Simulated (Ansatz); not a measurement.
# CoSi$_{3}$: which magnetic state is lowest?

These are results of DFT r2SCAN, scalar-relativistic, plane waves, PAW (Ansatz 0.2.0), not measurements.

```
CELL_PARAMETERS angstrom
3.68712 0.00000 0.00000
0.00000 3.68712 0.00000
0.00000 0.00000 3.68712
ATOMIC_POSITIONS crystal
Si 0.00000 0.50000 0.50000
Si 0.50000 0.00000 0.50000
Si 0.50000 0.50000 0.00000
Co 0.00000 0.00000 0.00000
```

| Item | Value |
| --- | --- |
| plane-wave cutoff | 500 eV |
| Γ-centred k-mesh | 12×12×12 |
| occupation rule | Gaussian smearing, 0.1 eV |
| list of starting moments (μB, in atom order) | 0 0 0 3.5 |
| check for lower electronic states after the SCF | off |

All runs keep this geometry, which isn't relaxed for the lowest state (largest force there 0.000 eV/Å, pressure -4.4 GPa) and needn't be a stable compound; relaxing each order can shift differences of a few meV. r2SCAN tends to overstate moments in metals, so a weak moment here may be absent in the real material. Site moments are spin moments in atom-centred spheres that scale with the neighbour distance. The states are those that the runs reached from these starts; a lower one can exist. No antiferromagnetic start is among these.

```json
{"start": "no spin", "ends": "non-magnetic", "energy above lowest (meV/atom)": "10.4", "site moments (μB)": "none over 0.05", "gap on mesh (eV)": "metal", "P (GPa)": "-6.1"}
{"start": "large parallel starting moments", "ends": "ferromagnetic", "energy above lowest (meV/atom)": "0.00", "site moments (μB)": "Co +1.09", "gap on mesh (eV)": "metal", "P (GPa)": "-4.4"}
```

Cost: 2 runs of about 1.1 core-minutes in all, on Arm Neoverse V2 (shared hosts).